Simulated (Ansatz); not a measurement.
BaCd₂As₂:
```yaml
crystal:
  lattice:
    - [4.54683, 0.00000, 0.00000]
    - [-2.27342, 3.93767, 0.00000]
    - [0.00000, 0.00000, 7.73682]
  atoms:
    - { symbol: Ba, position: [0.00000, 0.00000, 0.00000] }
    - { symbol: Cd, position: [0.66667, 0.33333, 0.37079] }
    - { symbol: Cd, position: [0.33333, 0.66667, 0.62921] }
    - { symbol: As, position: [0.66667, 0.33333, 0.73569] }
    - { symbol: As, position: [0.33333, 0.66667, 0.26431] }
```

Plane-wave PAW r²SCAN (Ansatz code) gives a gap of 0.72 eV without spin–orbit coupling, maximum at Γ, minimum at A.

What happens when spin–orbit coupling is switched on?

The gap falls by 0.10 eV, to 0.62 eV; maximum at Γ, minimum at A.

Give the electron effective mass with spin–orbit coupling.

0.084, 0.084, 6.2 mₑ (principal values).

Give the hole effective mass with spin–orbit coupling.

0.089, 0.089, 0.57 mₑ (principal values).

Space group P-3m1. The workflow started from a Materials Project entry (that database holds measured and hypothetical structures alike); the Crystallography Open Database copy checked does not list it. Whether it is the stable phase at ambient conditions was not checked. Symmetry was held in the r²SCAN relaxation; whether a distortion lowers the energy is not shown.

Potentials: the later of the program's two PAW sets.
